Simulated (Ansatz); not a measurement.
**One run on EuIn (P4/mmm): exchange couplings and spin waves by the force theorem**

All numbers below come from DFT, PBEsol, all-electron PAW with datasets made for the crystal, scalar-relativistic in Ansatz.

Command: `ansatz run input.yaml --threads 2 --pin off --max-ram 5120MiB --backend cpu --events-out ev --progress --plain --runs-dir out`

```yaml
crystal:
  lattice:
    - [3.794564, 0.0, 0.0]
    - [0.0, 3.794564, 0.0]
    - [0.0, 0.0, 4.300742]
  atoms:
    - { symbol: Eu, position: [0.0, 0.0, 0.0], spin: 6.8 }
    - { symbol: In, position: [0.5, 0.5, 0.5] }
magnetization:
  spin_polarized: true
kpoints:
  mp_grid: { grid: [12, 12, 8] }
  band_path:
    path:
      - [0.0, 0.0, 0.0]
      - [0.0, 0.5, 0.0]
      - [0.5, 0.5, 0.0]
      - [0.0, 0.0, 0.0]
      - [0.0, 0.0, 0.5]
      - [0.0, 0.5, 0.5]
      - [0.5, 0.5, 0.5]
      - [0.0, 0.0, 0.5]
      - [0.0, 0.5, 0.0]
    npoints: 8
scf:
  occupations: { method: fermi_dirac, width: 0.05 }
hamiltonian:
  xc: pbesol
  pseudopotentials: { kind: all_electron, datasets: crystal }
output:
  eigenvalues: false
  eigenstates:
    nscf_kmesh: { grid: [12, 12, 8] }
    top_band: c37
    exchange_couplings: { magnetic: [{ species: Eu }] }
```

The program prints:

```
settings of this run that can trade accuracy for cost: output.eigenvalues: false. Do not mix this run's numbers with those of runs without the same settings; the input reference describes each key
hamiltonian.pseudopotentials.datasets: crystal makes datasets for this crystal and solves the spheres of its atoms anew in each pass: cutoff 310.0 eV, the density's 1240.0 eV; for an error of 0.50 meV an atom under PBE, 1.0 meV for the cell; an energy difference from a run of another recipe may be off by several times the error for the cell, under r2SCAN by more, where some 0.1 meV an atom stays a …
Engine: ansatz 0.2.0
Pseudopotentials: kind: all_electron
Pseudopotential: Eu, paw, valence charge 17, recommended cutoff 310 eV (normal), crystal/all_electron/pbesol/scalar/gaussian/Eu, Koelling and Harmon's equation, gaussian nucleus
Pseudopotential: In, paw, valence charge 13, recommended cutoff 310 eV (normal), crystal/all_electron/pbesol/scalar/gaussian/In, Koelling and Harmon's equation, gaussian nucleus
Functional definition: PBEsol
  exchange = pbesol_x
  correlation = pbesol_c
a search for the magnetic state begins, with frozen cores and fixed partial waves. It gives no result and prints no iterations
the search for the magnetic state of this step took 12 SCF iterations with frozen cores. It stayed in its first state, in which the spheres begin
Crystal: 2 atoms, lattice volume = 61.925 Å³
Basis set: ecut = 310 eV, 789 PW (Γ), exchange–correlation on 48×48×50 points (8 copies of the dense FFT grid, shifted against one another)
Bands: 23, of which v1, the nominal top of the filled ones, is band 15 counted from 1 (14 counted from 0)
Symmetry: 16 space group operations
Space group: P4/mmm (ITA 123), of the structure as read, at distance tolerance 4.0e-5 Å
Magnetic group: BNS 123.339 (UNI 999), of the structure as read, at distance tolerance 4.0e-5 Å
k-points: 140 of 1152
Non-local potential: Eu, projectors of the file, l = 0: 2, l = 1: 2, l = 2: 1, l = 3: 2
Non-local potential: In, projectors of the file, l = 0: 1, l = 1: 1, l = 2: 2
PAW form: soft (Blöchl's): semilocal exchange-correlation on the pseudo side does not see the compensation charge
PAW one-centre angular grid: Eu, 590 points (default); XC on its mesh's 1841 points in the sphere
PAW one-centre angular grid: In, 590 points (default); XC on its mesh's 1869 points in the sphere
Initial density: read from a saved state, or passed on in memory by an earlier SCF of this step, an earlier step, the calling program or the single point that the run made first
Starting moments: Σ|m| = 6.8 μB on 1 of 2 sites; this step starts from the density that it was given
[...]
By the cutoff:   a pressure is off by up to 0.022 GPa (6 times that energy over an atom's volume, and 0.004 GPa: a bound that held against runs at twice the plane waves)
Past the cutoffs: a stress includes 0.0056 GPa for waves and charges beyond them
In the spheres:  the bands' charges fall short by 1.3e-6 e at most (sound up to 1e-3)
Fermi energy:    12.928288 eV
--- Per-component energies (eV) ---
  E_band       = 36.742507
  E_kinetic    = 342.887973
  E_local      = -2396.646311  (includes V_loc(G=0)·N_el)
  E_nonlocal   = 415.073337
  E_hartree    = 1142.629574
  E_xc         = -162.010886
  E_vxc        = -202.811045  (∫ρ·V_xc dr)
  E_paw        = -458611.786111  (= ΣΔE_a)
  E_vpaw       = -7742.148049  (= ΣTr[D̂ρ^β])
  E_ewald      = -3009.083535
  E_smearing   = -0.021075  (= −TS)
  E_closure    = 7335.137377  (closes the sum)
  Σ components = -454943.819656   (vs F -454943.819656, Δ=0.00e0)
  The terms above E_closure are by the made datasets' own strengths, without shells solved beside the bands.
--- Band table (eV; the first three rows and the last of 280) ---
  k-point 0 ↑: bands = ["-28.3644", "-7.1352", "-7.0354", "-7.0354", "-1.2554", "-1.2114", "-1.1777", "-1.1777", "-1.1604", "5.6793", "12.4649", "12.5306", "12.5552", "12.5552", "12.5715", "12.5715", "12.6239", "12.9388", "13.1454", "14.8486", "16.7237"]
  k-point 1 ↑: bands = ["-28.3639", "-7.1525", "-7.0349", "-7.0349", "-1.2548", "-1.2050", "-1.1768", "-1.1768", "-1.1601", "5.8334", "12.2006", "12.5249", "12.5596", "12.5596", "12.5777", "12.5777", "12.6236", "12.6512", "13.1822", "14.9972", "15.8620"]
  k-point 2 ↑: bands = ["-28.3628", "-7.1939", "-7.0336", "-7.0336", "-1.2534", "-1.1894", "-1.1746", "-1.1746", "-1.1596", "6.2701", "11.1048", "12.5130", "12.5669", "12.5669", "12.5675", "12.5992", "12.5992", "12.6231", "13.2726", "15.1222", "15.1222"]
  k-point 139 ↓: bands = ["-25.2888", "-5.1066", "-5.1066", "-4.9323", "-1.1905", "-1.1734", "-1.1734", "-1.1009", "-1.0774", "10.1555", "11.3453", "11.3453", "11.3879", "16.7931", "16.9987", "16.9987", "17.2820", "17.2820", "17.3382", "17.4094", "17.9587"]
settings of this run that can trade accuracy for cost: output.eigenvalues: false. Do not mix this run's numbers with those of runs without the same settings; the input reference describes each key
```

exchange_couplings.tsv:

```
# site	partner	cell_1	cell_2	cell_3	displacement_x_ang	displacement_y_ang	displacement_z_ang	distance_ang	coupling_mev
# format = ansatz-exchange-couplings/3
# nscf_kmesh_grid = 12 12 8
# n_bands = 52
# mesh_fermi_ev = 12.928
# occupation_method = fermi_dirac
# smearing_width_ev = 0.05
# xc_rung = gga
# a1_ang = 3.7946 0 0
# a2_ang = 0 3.7946 0
# a3_ang = 0 0 4.3007
# atom = 0 Eu magnetic 0 0 0 6.9109 15.54 0.26505 -
# atom = 1 In relaxed 0.5 0.5 0.5 0.037674 0.0093508 0.00031923 -
# moments = constrained
# kernel_scale = 0.98944
# constrained_moments_mub = 6.5806
# turning_moments_mub = 6.9486
# rigid_open_turn_ev = -0.0040726
# field_residual = 0.018097
# moved_by_upper_bands = 0.060791
# mean_field_moved_by_upper_bands = 0.054198
# mean_field_temperature_k = 63.348
# mean_field_q_frac = 0 -0.5 0.25
# no_ordering_temperature = state_not_lowest
# no_stiffness = state_not_lowest
# whole_within_ang = 17.203
0	0	-1	0	0	-3.7946	0	0	3.7946	0.59543
0	0	0	-1	0	0	-3.7946	0	3.7946	0.59543
0	0	0	1	0	0	3.7946	0	3.7946	0.59543
0	0	1	0	0	3.7946	0	0	3.7946	0.59543
0	0	0	0	-1	0	0	-4.3007	4.3007	-0.66542
0	0	0	0	1	0	0	4.3007	4.3007	-0.66542
0	0	-1	-1	0	-3.7946	-3.7946	0	5.3663	-1.042
0	0	-1	1	0	-3.7946	3.7946	0	5.3663	-1.042
0	0	1	-1	0	3.7946	-3.7946	0	5.3663	-1.042
0	0	1	1	0	3.7946	3.7946	0	5.3663	-1.042
0	0	-1	0	-1	-3.7946	0	-4.3007	5.7354	-0.2988
0	0	-1	0	1	-3.7946	0	4.3007	5.7354	-0.2988
0	0	0	-1	-1	0	-3.7946	-4.3007	5.7354	-0.2988
0	0	0	-1	1	0	-3.7946	4.3007	5.7354	-0.2988
0	0	0	1	-1	0	3.7946	-4.3007	5.7354	-0.2988
0	0	0	1	1	0	3.7946	4.3007	5.7354	-0.2988
0	0	1	0	-1	3.7946	0	-4.3007	5.7354	-0.2988
0	0	1	0	1	3.7946	0	4.3007	5.7354	-0.2988
0	0	-1	-1	-1	-3.7946	-3.7946	-4.3007	6.877	0.5179
[...]
```

magnon_bands.tsv:

```
# distance_inv_ang	q_1	q_2	q_3	is_on_mesh	least_cost_mev	mode	energy_mev	sense
# format = ansatz-magnon-bands/1
# nscf_kmesh_grid = 12 12 8
# whole_turn_by_bands_mev = 132.69
# magnetic_atoms = 0
# least_rotation_mev = -10.583
# least_rotation_q_frac = 0 -0.5 0.25
# least_rotation_pattern = 1 0
0	0	0	0	1	0	1	0	1
0.10349	0	0.0625	0	0	-0.17209	1	-0.099065	1
0.20698	0	0.125	0	0	-0.59194	1	-0.34075	1
0.31047	0	0.1875	0	0	-0.79973	1	-0.46037	1
0.41396	0	0.25	0	1	-0.29532	1	-0.17	1
0.51745	0	0.3125	0	0	0.42156	1	0.24267	1
0.62094	0	0.375	0	0	0.5968	1	0.34355	1
0.72443	0	0.4375	0	0	0.59902	1	0.34483	1
0.82792	0	0.5	0	1	0.67844	1	0.39055	1
0.93141	0.0625	0.5	0	0	0.51915	1	0.29885	1
1.0349	0.125	0.5	0	0	-0.16033	1	-0.092295	1
1.1384	0.1875	0.5	0	0	-1.1701	1	-0.67355	1
1.2419	0.25	0.5	0	1	-1.8016	1	-1.0371	1
1.3454	0.3125	0.5	0	0	-2.1079	1	-1.2134	1
1.4489	0.375	0.5	0	0	-2.1696	1	-1.2489	1
1.5523	0.4375	0.5	0	0	-1.472	1	-0.84736	1
1.6558	0.5	0.5	0	1	-0.877	1	-0.50485	1
1.8022	0.4375	0.4375	0	0	-1.487	1	-0.856	1
1.9486	0.375	0.375	0	0	-0.44118	1	-0.25397	1
2.0949	0.3125	0.3125	0	0	3.6923e-05	1	2.1255e-05	1
2.2413	0.25	0.25	0	1	0.1558	1	0.089687	1
2.3876	0.1875	0.1875	0	0	-0.49691	1	-0.28605	1
2.534	0.125	0.125	0	0	-1.1037	1	-0.63537	1
2.6803	0.0625	0.0625	0	0	-0.40279	1	-0.23187	1
2.8267	0	0	0	1	0	1	0	1
2.918	0	0	0.0625	0	-0.31964	1	-0.184	1
3.0093	0	0	0.125	1	-0.75634	1	-0.43539	1
3.1006	0	0	0.1875	0	-0.6495	1	-0.37389	1
3.1919	0	0	0.25	1	-0.19941	1	-0.11479	1
3.2832	0	0	0.3125	0	0.21723	1	0.12505	1
3.3746	0	0	0.375	1	0.83535	1	0.48087	1
3.4659	0	0	0.4375	0	1.7472	1	1.0058	1
3.5572	0	0	0.5	1	2.2313	1	1.2845	1
3.6607	0	0.0625	0.5	0	1.7843	1	1.0272	1
3.7641	0	0.125	0.5	0	0.26266	1	0.1512	1
3.8676	0	0.1875	0.5	0	-2.3057	1	-1.3273	1
3.9711	0	0.25	0.5	1	-5.1379	1	-2.9577	1
[...]
```

In the table E = −Σ J e_i·e_j over ordered pairs, so positive J favours parallel moments; the file's long notes are left out. The flag state_not_lowest says that some rotation lowers the energy by these couplings, so the mean-field temperature in the header isn't an ordering temperature of this state, and negative spin-wave energies mark the unstable rotations. Convergence in k wasn't tested.

Site moments (μB): Eu1 6.84, In2 0.03. Cell moment 7.07 μB.

The magnetic group in the log treats spin as a scalar label, without spin–orbit coupling.

Without U a semilocal functional puts the f levels too near the Fermi level, which can change moments and the order of magnetic states; site and cell moments are spin moments. Spin–orbit coupling is left out although heavy atoms are present. With open f shells a run can end in a state that isn't the lowest. The program couldn't verify every level among the many empty bands that the force theorem sums over. None of this fixes the real material's magnetic order: only patterns that fit the cell were computed, without spin fluctuations and on one mesh and smearing, with a functional that can overstate moments.

It took 5.5 min on 2 threads of Arm Neoverse V1, with other jobs on the host, peak memory 1.6 GiB.
